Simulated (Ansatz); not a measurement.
Data:

CdSe:
Space group P6₃mc (No. 186); a = b = 4.3009 Å, c = 14.0436 Å, α = β = 90.00°, γ = 120.00°

| atom | site | symmetry | x | y | z |
|---|---|---|---|---|---|
| Cd | 2a | 3m. | 0.0000 | 0.0000 | 0.0003 |
| Cd | 2b | 3m. | 0.3333 | 0.6667 | 0.2502 |
| Se | 2a | 3m. | 0.0000 | 0.0000 | 0.3127 |
| Se | 2b | 3m. | 0.3333 | 0.6667 | 0.0624 |

This is the PBEsol-relaxed structure.

### Question
All from PBEsol (plane waves, PAW; program Ansatz), unless another level is named. Give the hole effective mass with spin–orbit coupling.

### Answer
0.078, 0.078, 1.4 mₑ (principal values).

### Question
Give the electron effective mass.

### Answer
0.051 mₑ (isotropic).

### Question
Predict the band gap.

### Answer
0.51 eV (direct).

Space group P6_3mc. The cell is a constructed one: a structure type filled with these elements. Its sites differ from those of the usual phase in this space group: another stacking or structure type. The cell was relaxed with PBEsol under the symmetry of its start; its stability against distortions is not shown here. Spin–orbit coupling is left out wherever it is not named.

Potentials: the later of the program's two PAW sets.
